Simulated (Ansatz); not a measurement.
Values for one crystal, relaxed and computed with DFT-r²SCAN in the program Ansatz with PAW potentials; other levels are named.

| Quantity | Result |
|---|---|
| Volume per atom | 13.43 Å³ |
| Band gap | 0.39 eV (direct) |
| Electron effective mass | 0.39, 0.59, 6.6 mₑ (principal values) |
| Bulk modulus (Birch–Murnaghan fit) | 148 GPa |
| Valence-band maximum | at Γ |
| HSE06 gap on the r²SCAN cell | 1.16 eV |
| Hole effective mass | 0.15, 0.36, 0.61 mₑ (principal values) |

Q: Which of these materials gives this?
A) Ta2O5, Pbam (Ta on 4g, O on 4h, O on 2a, O on 4g)
B) BaTiNOF, Pmmm (Pearson symbol oP5)
C) LiF, zinc blende
D) Si3N4, P6_3/m (Si on 6h, N on 2d, N on 6h)

A: B, BaTiNOF, Pmmm (Pearson symbol oP5)

The start of the workflow was typed in or built on a structure type; neither database checked (COD, Materials Project) lists it. Its standing as an ambient phase is unchecked. The cell was relaxed with r²SCAN under the symmetry of its start; whether a distortion lowers the energy is not shown. The workflow began spin-polarised and lost its moments. Scalar-relativistic: spin–orbit coupling is off unless named, which matters more the heavier the elements.

Potentials: the earlier of the program's two PAW sets.
